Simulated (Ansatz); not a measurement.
## Trial structures of NbIn2S3: starts and ends

The calculation used Ansatz 0.2.0, DFT PBE, scalar-relativistic, plane waves, PAW. All cells share a 420 eV cutoff and Γ-centred k meshes spaced at most about 0.3 Å⁻¹ (about 0.25 or finer for metals, 2π included). Collinear spin in cells that started with moments and kept them past the coarse steps, no spin elsewhere.

Each guess was relaxed in cell and atoms at zero pressure, within the symmetry of its start. Temperature and zero-point effects are left out. Coordination counts S atoms around In and Nb (those within 1.25 times the shortest such distance or 1.15 times the sum of covalent radii; a plus sign parts nearer from farther groups; the shortest distance is added where it is long for a bond; a slash parts the counts of unlike sites).

| guess | made from | start group | V start (Å³/atom) | end group | V end (Å³/atom) | coordination at the end | gap on mesh (eV) | largest moment (μB) | E over the lowest end (meV/atom) |
| --- | --- | --- | --- | --- | --- | --- | --- | --- | --- |
| 1 | Li3PrBi2 type | P-3m1 | 25.7 | P-3m1 | 23.9 | Nb 6, In 3 | 0 | - | 0 |
| 2 | Hf2SiAs3 type | P-4m2 | 19.8 | P-4m2 | 21.4 | Nb 4, In 4+2 | 0 | - | 403 |
| 3 | Zr2As3S type | P4mm | 20.5 | P4mm | 20.7 | Nb 4, In 5 from 3.1 Å/8 from 3.3 Å | 0 | - | 568 |
| 4 | PrB2Ru3 type | P6/mmm | 22.2 | ? | ? | ? | ? | ? | ? |
| 5 | NaSn2Pd3 type | P6mm | 23.3 | P6mm | 23.8 | Nb 6, In 6 from 3.4 Å | 0 | 1.4 | 893 |

Guess 4 as it starts:

```xyz
6
Lattice="6.5573 0.0000 0.0000 -3.2786 5.6788 0.0000 0.0000 0.0000 3.5831" Properties=species:S:1:pos:R:3 pbc="T T T"
Nb    0.0000    0.0000    0.0000
In    3.2786    1.8929    0.0000
In    0.0000    3.7859    0.0000
S    -1.6393    2.8394    1.7915
S     3.2786    0.0000    1.7915
S     1.6393    2.8394    1.7915
```

Q: Fill in the missing row: what does this guess relax into, and where does it rank?

A: It ends in space group P6/mmm (No. 191), with a = 6.952 Å, c = 3.475 Å, 24.2 Å³/atom and no gap, with moments up to 2.8 μB. It lies 1.12 eV/atom over the lowest end, above guess 5 and so the highest of the set. Counting S atoms around In and Nb, this end has Nb 12 from 3.9 Å, In 6 and the lowest (guess 1) has Nb 6, In 3.

```
Nb In S
1.0
     6.95171    0.00000    0.00000
    -3.47586    6.02036    0.00000
     0.00000    0.00000    3.47450
Nb In S
1 2 3
Direct
  0.00000 0.00000 0.00000
  0.66667 0.33333 0.00000
  0.33333 0.66667 0.00000
  0.00000 0.50000 0.50000
  0.50000 0.00000 0.50000
  0.50000 0.50000 0.50000
```

Formation energies are uncorrected and refer to the elements' standard structures at the same level.

Q: Is the lowest end bound against the elements?

A: Yes: its formation energy is −0.60 eV/atom. It lies below the elements, which doesn't yet make it stable against other compounds or structures.

No dispersion correction is applied, so the spacing and binding between layers, chains or molecules are poorly described (P-3m1, P-4m2), and this can change margins and order among such cells. In P-3m1, P-4m2, P4mm an odd number of electrons in the primitive cell allows no gap without spin; a larger cell or a magnetic state could open one. A magnetic state wasn't ruled out in cells without spin, among them P-3m1, P-4m2. The reference form of S is held partly by dispersion forces, which this level lacks. The magnetic state reached may not be the lowest. Cells relaxed within their symmetry can be saddle points. A lower structure may well exist outside this small set. Some types were kept out of the candidates beforehand, so the set may lack a known form.
